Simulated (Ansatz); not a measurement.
A geometry of AlAu away from equilibrium: step 2 of the relaxation of a relaxed AlAu cell shaken by Gaussian noise of σ = 0.08 Å a coordinate. Method: PBE (plane waves to 420 eV, PAW, scalar-relativistic; Ansatz, a program for electronic structure). Γ-centred k-mesh 6×7×8 on the run's cell (coarser than for final values), Fermi–Dirac smearing 0.05 eV.

```
AlAu
1.0
   -2.76222     3.61672     4.34566
    2.75998    -3.61086     4.33932
    2.73569     3.59083    -4.34074
Al Au
4 4
Direct
  0.04668   0.23763   0.79242
  0.43569   0.23777   0.18088
  0.93530   0.74715   0.17420
  0.55597   0.74748   0.79522
  0.27186   0.24781   0.51553
  0.72461   0.73870   0.46115
  0.71335   0.24305   0.95719
  0.27218   0.75804   0.02884
```

Task: Predict the force on each atom, in eV/Å.

Result: 
```
atom     Fx     Fy     Fz
----  -----  -----  -----
Al1    0.14  -0.01   0.09
Al2    0.06  -0.07   0.09
Al3   -0.02   0.08   0.05
Al4    0.07  -0.08   0.02
Au5    0.53   0.00  -0.12
Au6    0.37  -0.05  -0.04
Au7   -0.39   0.05   0.04
Au8   -0.77   0.07  -0.13
```

Task: What is the pressure?

Result: +0.6 GPa, compression positive.

Task: How much energy per atom can still be gained by relaxing?

Result: 0.18 eV/atom; the path ends in C2/m (No. 12) at a tolerance of 0.01 Å, R-3m (No. 166) at 0.1 Å.

No spin polarisation in the result.

The end of the path is a generated cell of AlAu: the first start was made by a random draw of sites in a space group, and the end was not matched to a known phase here, so it may be hypothetical.
